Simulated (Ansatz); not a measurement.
**BaMg₃S₃: computed properties**

Computed with DFT PBE, scalar-relativistic, plane waves, PAW (Ansatz 0.2.0).

Plane waves to 420 eV, a k mesh through Γ of 6×6×6 on the computed 14-atom cell and Gaussian smearing (0.10 eV); no spin polarisation.

The structure is relaxed at this level of theory with its symmetry kept, and needn't be the ground state of this composition.

```cif
data_structure
_symmetry_space_group_name_H-M 'Pm-3n'
_symmetry_Int_Tables_number 223
_cell_length_a 7.1192
_cell_length_b 7.1192
_cell_length_c 7.1192
_cell_angle_alpha 90.000
_cell_angle_beta 90.000
_cell_angle_gamma 90.000
_cell_volume 360.82
loop_
_atom_site_label
_atom_site_type_symbol
_atom_site_symmetry_multiplicity
_atom_site_Wyckoff_symbol
_atom_site_fract_x
_atom_site_fract_y
_atom_site_fract_z
_atom_site_occupancy
Ba1 Ba 2 a 0.50000 0.50000 0.50000 1
Mg1 Mg 6 d 0.75000 0.50000 0.00000 1
S1 S 6 c 0.50000 0.75000 0.00000 1
```

Question: Formation energy from the elements' standard states (uncorrected)?

Answer: -0.977 eV/atom.

Question: Kohn–Sham band gap?

Answer: none (metal).

Question: Density of states at the Fermi level?

Answer: 16.4 states/eV per cell.

Spin-orbit coupling is left out, which matters for the bands of heavy elements. Spin polarisation was left out, and a magnetic state may lie lower.

The cell was found from a structure generator's guess, not taken from experiment.
